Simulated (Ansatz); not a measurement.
PbI₂:
```cif
data_I2Pb
_chemical_formula_sum 'Pb1 I2'
_space_group_name_H-M_alt 'P 1'
_space_group_IT_number 1
_cell_length_a 4.46951
_cell_length_b 4.46951
_cell_length_c 6.78453
_cell_angle_alpha 90.000
_cell_angle_beta 90.000
_cell_angle_gamma 120.000
loop_
_space_group_symop_operation_xyz
  'x, y, z'
loop_
_atom_site_label
_atom_site_type_symbol
_atom_site_fract_x
_atom_site_fract_y
_atom_site_fract_z
_atom_site_occupancy
Pb1 Pb 0.00000 0.00000 0.00000 1
I1 I 0.33333 0.66667 0.27454 1
I2 I 0.66667 0.33333 0.72546 1
```

Relaxed with LDA.

Which orbitals make up the states near the band edges in DFT-LDA in the program Ansatz with PAW potentials?

Top 1 eV of the valence band: I 5p 88 %, Pb 6s 9 %. Bottom 1 eV of the conduction band: Pb 6p 71 %, I 5p 18 %, I 5s 6 %, outside the projected shells 5 %. Projections are on Löwdin-orthogonalised atomic valence shells; empty p or d shells of many metals are not among them.

Tabulate the density of states.

States/eV per cell of 3 atoms, in 0.25 eV bins, energy from the valence-band maximum.

```csv
E (eV),total,I 5p,Pb 6p,Pb 6s
-7.85,3.05,0.48,0.00,2.48
-7.60,2.76,0.41,0.00,2.14
-7.35,1.82,0.28,0.00,1.30
-7.10,0.37,0.05,0.00,0.25
-6.85,0.00,0.00,0.00,0.00
-6.60,0.00,0.00,0.00,0.00
-6.35,0.00,0.00,0.00,0.00
-6.10,0.00,0.00,0.00,0.00
-5.85,0.00,0.00,0.00,0.00
-5.60,0.00,0.00,0.00,0.00
-5.35,0.00,0.00,0.00,0.00
-5.10,0.00,0.00,0.00,0.00
-4.85,0.00,0.00,0.00,0.00
-4.60,0.00,0.00,0.00,0.00
-4.35,0.00,0.00,0.00,0.00
-4.10,0.00,0.00,0.00,0.00
-3.85,0.34,0.23,0.11,0.00
-3.60,1.56,1.08,0.46,0.00
-3.35,2.36,1.65,0.67,0.00
-3.10,2.41,1.75,0.60,0.01
-2.85,3.72,2.85,0.79,0.03
-2.60,3.32,2.59,0.65,0.03
-2.35,4.05,3.21,0.74,0.03
-2.10,3.22,2.59,0.55,0.02
-1.85,3.21,2.75,0.37,0.03
-1.60,4.24,3.76,0.37,0.05
-1.35,4.25,3.92,0.23,0.05
-1.10,5.71,5.42,0.14,0.06
-0.85,3.01,2.76,0.05,0.16
-0.60,3.49,2.97,0.06,0.42
-0.35,2.90,2.44,0.04,0.39
-0.10,0.20,0.16,0.00,0.03
0.15,0.00,0.00,0.00,0.00
0.40,0.00,0.00,0.00,0.00
0.65,0.00,0.00,0.00,0.00
0.90,0.00,0.00,0.00,0.00
1.15,0.00,0.00,0.00,0.00
1.40,0.00,0.00,0.00,0.00
1.65,0.00,0.00,0.00,0.00
1.90,0.00,0.00,0.00,0.00
2.15,0.13,0.01,0.10,0.00
2.40,0.51,0.06,0.39,0.00
2.65,1.76,0.30,1.27,0.00
2.90,3.65,0.80,2.47,0.00
3.15,3.17,0.69,2.21,0.00
3.40,4.69,1.12,3.18,0.00
3.65,4.05,1.06,2.64,0.00
3.90,3.35,0.97,2.08,0.00
4.15,1.65,0.53,0.97,0.00
4.40,1.02,0.34,0.58,0.00
4.65,0.18,0.01,0.02,0.00
4.90,0.60,0.01,0.01,0.00
5.15,0.94,0.01,0.01,0.00
5.40,1.41,0.02,0.01,0.00
5.65,1.90,0.01,0.01,0.00
5.90,1.83,0.01,0.01,0.00
6.15,1.05,0.01,0.01,0.00
6.40,1.09,0.01,0.01,0.00
6.65,1.92,0.01,0.01,0.00
```

Space group P-3m1 (CdI2 type). Symmetry was held in the LDA relaxation. A crystal of weakly bound layers computed without a dispersion correction: the cell and the soft elastic constants depend strongly on that. Spin–orbit coupling is left out wherever it is not named.

Potentials: the later of the program's two PAW sets.
